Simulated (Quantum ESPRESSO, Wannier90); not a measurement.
# Wannierisation of PbF4 (I4/mmm)

```yaml
crystal:
  lattice:
    - [4.29350, 0.00000, 0.00000]
    - [0.00000, 4.29350, 0.00000]
    - [-2.14675, -2.14675, 3.93302]
  atoms:
    - { symbol: Pb, position: [0.00000, 0.00000, 0.00000] }
    - { symbol: F, position: [0.74815, 0.74815, 0.49630] }
    - { symbol: F, position: [0.25185, 0.25185, 0.50370] }
    - { symbol: F, position: [0.00000, 0.50000, 0.00000] }
    - { symbol: F, position: [0.50000, 0.00000, 0.00000] }
```

Structure: Materials Project mp-341, symmetrised, not relaxed again. COD (Crystallography Open Database) has an entry of this formula and space group (matched by these alone). Method: PBEsol plane waves in Quantum ESPRESSO 7.5 (PseudoDojo norm-conserving files, 68 Ry, no spin polarisation, no spin-orbit coupling), Bloch states on a 6×6×6 mesh through Γ, Wannier90 4.0.1. Density: 8×8×8 mesh, cold smearing 0.01 Ry. The cell is built of weakly bound layers, chains or molecules. Database cells relaxed without dispersion often hold them too far apart, which can enlarge gaps and weakens couplings between them; spacing and stacking were not compared with the measured crystal. Spin-orbit coupling is left out although heavy elements are present.

Base run: 20 functions from bands 1-4,10-36 of the 36 computed, start hydrogen-like Pb: s;p; F: s;p, centres 0.05 Å off the atoms, frozen window up to 3.43 eV relative to the valence-band maximum, outer window open. Bands 5–9 (Pb 5d 94 %) lie between the kept ones and are excluded. One setting was then changed (edges relative to the valence-band maximum; misfit to pw.x on a path, for states up to 2.9 eV relative to the valence-band maximum).

```
run      Ω_I (Å²)  rms misfit (meV)  worst (meV)
-------  --------  ----------------  -----------
base        11.19               0.7          8.3
changed     10.26               330         1139
```

Problem. Which change was made?
(A) no frozen window
(B) only the lowest 28 of the kept bands
(C) frozen window to 4.43 eV
(D) frozen window to 2.43 eV
(E) frozen window to 2.93 eV

Solution. A, no frozen window. The others give:

```tsv
run	Ω_I (Å²)	rms misfit (meV)	worst (meV)
frozen window to 2.43 eV	11.16	5.9	75
frozen window to 4.43 eV	11.22	0.3	2.6
frozen window to 2.93 eV	11.17	1.0	25
only the lowest 28 of the kept bands	11.74	0.6	6.1
```
